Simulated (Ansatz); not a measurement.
Mg$_{2}$Si (antifluorite type, space group Fm-3m)

```xyz
3
Lattice="0.0000 3.1822 3.1822 3.1822 0.0000 3.1822 3.1822 3.1822 0.0000" Properties=species:S:1:pos:R:3 pbc="T T T"
Si     0.0000     0.0000     0.0000
Mg     1.5911     1.5911     1.5911
Mg     4.7733     4.7733     4.7733
```

Equation-of-state scan: isotropic scaling of the cell above, V₀ being its volume. Symmetry pins the atoms to their sites.

These are PBE (plane waves to 420 eV, PAW, scalar-relativistic; Ansatz, a quantum-chemistry and plane-wave program) values and carry that method's errors. k mesh 9×9×9 (Γ-centred), Fermi-Dirac smearing 0.05 eV. E stands for the smeared free energy. Stress and pressure are positive under compression. Mg2Si was relaxed with its symmetry unable to fall. The PAW data are Ansatz's earlier set. The zero of ΔE is the relaxed starting cell.

```json
[
 {"V (Å³/atom)": "19.335", "ΔE (meV/atom)": "43.1"},
 {"V (Å³/atom)": "19.764", "ΔE (meV/atom)": "26.6"},
 {"V (Å³/atom)": "20.194", "ΔE (meV/atom)": "14.4"},
 {"V (Å³/atom)": "20.624", "ΔE (meV/atom)": "6.2"},
 {"V (Å³/atom)": "21.053", "ΔE (meV/atom)": "1.5"},
 {"V (Å³/atom)": "21.483", "ΔE (meV/atom)": "0.0"},
 {"V (Å³/atom)": "21.913", "ΔE (meV/atom)": "1.4"},
 {"V (Å³/atom)": "22.342", "ΔE (meV/atom)": "withheld"},
 {"V (Å³/atom)": "22.772", "ΔE (meV/atom)": "11.9"},
 {"V (Å³/atom)": "23.202", "ΔE (meV/atom)": "20.4"},
 {"V (Å³/atom)": "23.631", "ΔE (meV/atom)": "30.9"}
]
```

### Question
Fit a third-order Birch-Murnaghan form (E₀, V₀, B₀, B₀′ free) to the given rows and predict ΔE at V = 22.342.

### Answer
Least squares on the 10 given rows: ΔE = E₀ + (9V₀B₀/16)·y²·[2 + (B₀′ − 4)y], y = (V₀/V)^(2/3) − 1, with V₀ = 21.481 Å³/atom, B₀ = 54.00 GPa (160.2 GPa = 1 eV/Å³; the term in eV is multiplied by 1000), B₀′ = 4.04, E₀ = 0.01 meV/atom; root-mean-square residual 0.02 meV/atom. At 22.342 the fit gives 5.5 meV/atom; the calculation gives 5.5 meV/atom, the same to the digits shown. For the pressure the fit gives -1.96 GPa against the computed -1.96 GPa.

(Under strain, the slope of the energy per volume gives the stress and its curvature an elastic modulus.)
